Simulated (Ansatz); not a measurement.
Starting cell, ZnS (wurtzite):

```xyz
4
Lattice="3.8061 0.0000 0.0000 -1.9031 3.2962 0.0000 0.0000 0.0000 6.2447" Properties=species:S:1:pos:R:3 pbc="T T T"
Zn     1.9031     1.0987     6.2432
Zn     0.0000     2.1975     3.1208
S      1.9031     1.0987     3.9058
S      0.0000     2.1975     0.7834
```

In this cell atom 3 (S, nearest neighbour Zn at 2.333 Å; its periodic images, 3.8 Å or more away, move with it) is moved by s towards the nearest neighbour, unit vector (-0.816, 0.471, -0.336); all other atoms and the cell stay fixed.

These are r2SCAN (plane waves to 500 eV, PAW, scalar-relativistic; Ansatz, a program for electronic structure) values and carry that method's errors. k mesh 8×8×5 (Γ-centred), Fermi-Dirac smearing 0.05 eV. E stands for the smeared free energy. ZnS was relaxed with its symmetry unable to fall. The zero of ΔE is the undisplaced structure.

Successive frames, forces in eV/Å:

```json
[
 {"frame": "s = 0.376 Å", "ΔE (meV/cell)": "846", "F on Zn1": "(-0.139, 0.080, -0.364)", "F on Zn2": "(-4.281, 2.471, -1.407)", "F on S3": "(4.647, -2.683, 2.271)", "F on S4": "(-0.228, 0.131, -0.500)"},
 {"frame": "s = 0.282 Å", "ΔE (meV/cell)": "412", "F on Zn1": "(-0.101, 0.058, -0.303)", "F on Zn2": "(-2.551, 1.473, -0.753)", "F on S3": "(2.814, -1.625, 1.425)", "F on S4": "(-0.162, 0.093, -0.370)"},
 {"frame": "s = 0.188 Å", "ΔE (meV/cell)": "160", "F on Zn1": "(-0.063, 0.036, -0.221)", "F on Zn2": "(-1.359, 0.785, -0.343)", "F on S3": "(1.524, -0.880, 0.807)", "F on S4": "(-0.102, 0.059, -0.243)"}
]
```

Question: What are the energy and the forces in the next frame, s = 0.094 Å?

Answer: ΔE (meV/cell) = 35.

```json
[
 {"atom": "Zn1", "Fx": "-0.028", "Fy": "0.016", "Fz": "-0.120"},
 {"atom": "Zn2", "Fx": "-0.545", "Fy": "0.315", "Fz": "-0.110"},
 {"atom": "S3", "Fx": "0.622", "Fy": "-0.359", "Fz": "0.348"},
 {"atom": "S4", "Fx": "-0.049", "Fy": "0.028", "Fz": "-0.119"}
]
```

(A displaced cell: forces are minus the slopes of the energy, force constants its curvatures, and phonons follow from these.)
